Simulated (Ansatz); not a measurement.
Starting structure, (001) slab as cut from the bulk (Zr, P6_3/mmc (No. 194), (0 0 1) face):

```
Zr
1.0
     3.23448    0.00000    0.00000
    -1.61724    2.80114    0.00000
     0.00000    0.00000   27.91366
Zr
6
Direct
  0.66667 0.33333 0.26869
  0.33333 0.66667 0.36121
  0.66667 0.33333 0.45374
  0.33333 0.66667 0.54626
  0.66667 0.33333 0.63879
  0.33333 0.66667 0.73131
```

These are results of Ansatz 0.2.0, DFT PBE, scalar-relativistic, plane waves, PAW, not measurements. Cutoff 420 eV; k points 12×12×1 on the computed 6-atom cell (Γ-centred); Gaussian smearing, width 0.10 eV; no spin polarisation. The cell repeats along c with a dipole correction in the vacuum.

All atoms are free. The cell is fixed. Force threshold 0.02 eV/Å.

| step | E − E_final (eV) | largest force (eV/Å) |
| --- | --- | --- |
| 1 | 0.099 | 0.577 |
| 2 | 0.074 | 0.656 |
| 3 | 0.002 | 0.112 |
| 4 | 0.000 | 0.039 |
| 5 | 0.000 | 0.002 |

**Question.** What is the final structure?

**Answer.**
```xyz
6
Lattice="3.2345 0.0000 0.0000 -1.6172 2.8011 0.0000 0.0000 0.0000 27.9137" Properties=species:S:1:pos:R:3 pbc="T T T"
Zr    1.6172    0.9337    7.6111
Zr    0.0000    1.8674   10.0324
Zr    1.6172    0.9337   12.6653
Zr    0.0000    1.8674   15.2484
Zr    1.6172    0.9337   17.8812
Zr    0.0000    1.8674   20.3026
```

Cost: 1 run of about 2.7 core-minutes, on Intel Xeon Processor @ 2.70GHz (shared hosts).